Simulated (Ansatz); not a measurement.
## Ga2Pt, first-principles data

Ga₂Pt:
```cif
data_Ga8Pt4
_chemical_formula_sum 'Pt4 Ga8'
_space_group_name_H-M_alt 'Fm-3m'
_space_group_IT_number 225
_space_group_name_Hall '-F 4 2 3'
_cell_length_a 5.93328
_cell_length_b 5.93328
_cell_length_c 5.93328
_cell_angle_alpha 90.000
_cell_angle_beta 90.000
_cell_angle_gamma 90.000
loop_
_atom_site_label
_atom_site_type_symbol
_atom_site_symmetry_multiplicity
_atom_site_Wyckoff_symbol
_atom_site_fract_x
_atom_site_fract_y
_atom_site_fract_z
_atom_site_occupancy
Pt1 Pt 4 a 0.00000 0.00000 0.00000 1
Ga1 Ga 8 c 0.25000 0.25000 0.25000 1
```
(The calculation used a cell of 3 atoms; values per cell refer to that cell.)

Space group Fm-3m (No. 225), fluorite or antifluorite type; conventional cell a = b = c = 5.933 Å, α = β = γ = 90.00°.

Method: the program Ansatz at the r²SCAN level (PAW). Geometry: relaxed at this level of theory. Other levels are named where they apply.

Cell and energy:

* **Volume per atom**: 17.41 Å³
* **Density**: 10.64 g/cm³
* **Formation energy from the elements (no fitted shifts)**: -0.63 eV/atom

Electronic structure:

Electronic character: metallic (no gap)
Density of states at the Fermi level: 0.36 states/eV per atom (mean over ±0.08 eV)
Gap with spin–orbit coupling: none (metallic)

Mechanics:

* **Bulk modulus (Birch–Murnaghan fit)**: 134 GPa
* **Pressure derivative B′**: 5.2

Charges:

- Bader charges: Pt -1.40, Ga +0.70 e

The workflow started from an entry of the Crystallography Open Database (COD). Whether it is the stable phase at ambient conditions was not checked. Symmetry was held in the r²SCAN relaxation; its stability against distortions is not shown here. The run is not spin-polarised. The references are the lowest solids computed at this level, not always the standard phases. Spin–orbit coupling is left out wherever it is not named.

Potentials: the later of the program's two PAW sets.
